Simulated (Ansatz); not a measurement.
The calculation used DFT, LDA (PW92), plane waves (420 eV) with PAW, scalar-relativistic (Ansatz 0.2.0). The PAW files were generated under PBE, with cores re-solved for the functional.

An element in the hcp structure gives this curve. The cell is scaled uniformly from the relaxed one, with fractional coordinates and shape fixed. Energies are extrapolated to zero smearing, pressures are those at the given smearing. Magnetic state: spin not included.

```
V (Å³/atom)  E − E₀ (meV/atom)  P (GPa)
     22.553              106.1    12.33
     23.578               44.5     7.35
     24.603               11.1     3.42
     25.628                0.1     0.26
     26.653                7.2    -2.29
     27.678               29.0    -4.35
     28.704               62.6    -6.01
```

Task: Which element is it?
A. thallium
B. gadolinium
C. antimony
D. holmium

Result: C. Its fit is V₀ = 25.70 Å³/atom, B₀ = 70 GPa, B₀′ = 4.4.
